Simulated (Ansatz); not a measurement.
Relaxed-ion elastic tensor of AlInSb$_{2}$ in space group R3m (No. 160; Al on 3a, In on 3a, Sb on 3a, Sb on 3a) in GPa (Voigt order), plane-wave PAW r²SCAN (Ansatz code); density 4.97 g/cm³, 32.21 Å³ per atom.

```tsv
	1	2	3	4	5	6
1	89.6	31.1	26.1	-7.5	0.0	0.0
2	31.1	89.6	26.1	7.5	0.0	0.0
3	26.1	26.1	96.6	0.0	0.0	0.0
4	-7.5	7.5	0.0	23.9	0.0	0.0
5	0.0	0.0	0.0	0.0	23.9	-7.5
6	0.0	0.0	0.0	0.0	-7.5	29.3
```

Problem. Is the crystal mechanically stable?

Solution. Yes: the smallest eigenvalue of C is 18.6 GPa.

Problem. Work out the Voigt, Reuss and Hill averages.

Solution. K_V = 49.2, K_R = 49.2, K_H = 49.2; G_V = 28.2, G_R = 25.8, G_H = 27.0 GPa.

Problem. Give Young's modulus, Poisson's ratio, Pugh's ratio and the universal anisotropy index.

Solution. E = 9KG/(3K + G) = 68.5 GPa; ν = 0.27; K/G = 1.82 (near the Pugh limit of 1.75, no verdict); A_U = 5G_V/G_R + K_V/K_R − 6 = 0.48.

Problem. Estimate the sound speeds and the Debye temperature.

Solution. v_l = √((K + 4G/3)/ρ) = 4140 m/s, v_t = √(G/ρ) = 2330 m/s, mean 2590 m/s; Θ = (h/k)(3n/4πV)^(1/3) v_m = 243 K.

Problem. How much does each axis shrink under pressure?

Solution. Linear compressibilities β_i = Σ_j S_ij (j = 1 to 3): x 6.8, y 6.8, z 6.7 per TPa.

The workflow started from a Materials Project entry (that database holds measured and hypothetical structures alike); the Crystallography Open Database copy checked does not list it. With Al and In taken as one species the cell has the higher symmetry F-43m, so it may be an ordered model of a mixed-site phase. Its standing as an ambient phase is unchecked. The r²SCAN relaxation kept the symmetry of its start; whether a distortion lowers the energy is not shown. Spin–orbit coupling is left out wherever it is not named.

Potentials: the later of the program's two PAW sets.
